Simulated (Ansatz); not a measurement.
Na started on a Sr site next to an O vacancy in cubic perovskite SrTiO3, 19 atoms, charge +1

A calculation with Ansatz 0.2.0 (PAW, plane waves); the settings stand in the input.

Input:

```yaml
crystal:
  lattice:
    - [7.782821, 0.000000, 0.000000]
    - [0.000000, 7.782821, 0.000000]
    - [0.000000, 0.000000, 3.891410]
  atoms:
    - { symbol: Sr, position: [0.002459, 0.998666, 0.018328] }
    - { symbol: Sr, position: [0.025102, 0.496554, 0.978587] }
    - { symbol: Sr, position: [0.484200, 0.971186, 0.001603] }
    - { symbol: Na, position: [0.492385, 0.517826, 0.009576] }
    - { symbol: Ti, position: [0.268073, 0.258362, 0.479539] }
    - { symbol: Ti, position: [0.233607, 0.724454, 0.504020] }
    - { symbol: Ti, position: [0.748961, 0.244343, 0.569285] }
    - { symbol: Ti, position: [0.728649, 0.772188, 0.534988] }
    - { symbol: O, position: [0.265626, 0.745399, 0.983112] }
    - { symbol: O, position: [0.747161, 0.273298, 0.006528] }
    - { symbol: O, position: [0.740498, 0.759715, 0.989006] }
    - { symbol: O, position: [0.997133, 0.264931, 0.541753] }
    - { symbol: O, position: [0.005757, 0.769899, 0.547564] }
    - { symbol: O, position: [0.503014, 0.262906, 0.539963] }
    - { symbol: O, position: [0.506396, 0.730625, 0.509720] }
    - { symbol: O, position: [0.273921, 0.001399, 0.513226] }
    - { symbol: O, position: [0.273483, 0.474003, 0.491925] }
    - { symbol: O, position: [0.763481, 0.005887, 0.497861] }
    - { symbol: O, position: [0.755361, 0.475410, 0.551407] }
kpoints:
  mp_grid: { grid: [2, 2, 2], shift: [0.5, 0.5, 0.5] }
hamiltonian:
  xc: pbesol
total_charge: 1
scf:
  occupations: { method: fermi_dirac, width: 2 }
  max_iter: 80
  convergence: { dr2_threshold: 1e-05 }
  mixing: { algorithm: linear }
output:
  forces: true
  eigenvalues: true
  stress: true
```

Command:

```sh
ansatz run in.yaml --threads 8 --pin off --max-ram 13300MiB --runs-dir r --events-out ev --progress --plain
```

The output:

```
Error: YAML parse error: error: line 35 column 24: unknown variant `linear`, expected one of auto, anderson, broyden, msr1
  --> <input>:35:24
   |
33 |   max_iter: 80
34 |   convergence: { dr2_threshold: 1e-05 }
35 |   mixing: { algorithm: linear }
   |                        ^ unknown variant `linear`, expected one of auto, anderson, broyden, msr1
36 | output:
37 |   forces: true
   |
```

The program refused the input.
